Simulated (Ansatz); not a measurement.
Relaxed C (graphite type, space group P6_3/mmc):

```
C
1.0
    2.45536     0.00000     0.00000
   -1.22768     2.12640     0.00000
    0.00000     0.00000     6.67065
C
4
Direct
  0.00000   0.00000   0.25000
  0.00000   0.00000   0.75000
  0.33333   0.66667   0.25000
  0.66667   0.33333   0.75000
```

Scan: atom 2 (C, nearest neighbour C at 1.418 Å; its periodic images, 2.5 Å or more away, move with it) is displaced along Cartesian z, direction (0.000, 0.000, 1.000) in Cartesian axes, by s. The other atoms stay.

Calculation: r2SCAN+rVV10 (plane waves to 500 eV, PAW, scalar-relativistic; Ansatz, a first-principles code). k mesh 12×12×4 (Γ-centred), Fermi-Dirac smearing 0.05 eV. E stands for the smeared free energy. With partly filled bands, energies and forces of such displacements shift with the k mesh and the smearing. C was relaxed with its symmetry unable to fall. The zero of ΔE is the undisplaced structure. The last digit holds for this mesh only.

```csv
s (Å),ΔE (meV/cell)
-0.140,169.8
-0.112,108.5
-0.084,withheld
-0.056,27.1
-0.028,6.8
0.000,0.0
0.028,6.8
0.056,27.1
0.084,withheld
0.112,108.5
0.140,169.8
```

**Question.** Fit an even polynomial form (powers 2, 4) to the given rows and predict ΔE at s = 0.084.

**Answer.** Least squares on the 9 given rows: ΔE = (8630)·s² + (1697)·s⁴, in meV/cell with s in Å; root-mean-square residual 0.02 meV/cell. At 0.084 the fit gives 61.0 meV/cell; the calculation gives 61.0 meV/cell, the same to the digits shown. The quadratic term alone would give 60.9 meV/cell.

(A displaced cell: forces are minus the slopes of the energy, force constants its curvatures, and phonons follow from these.)
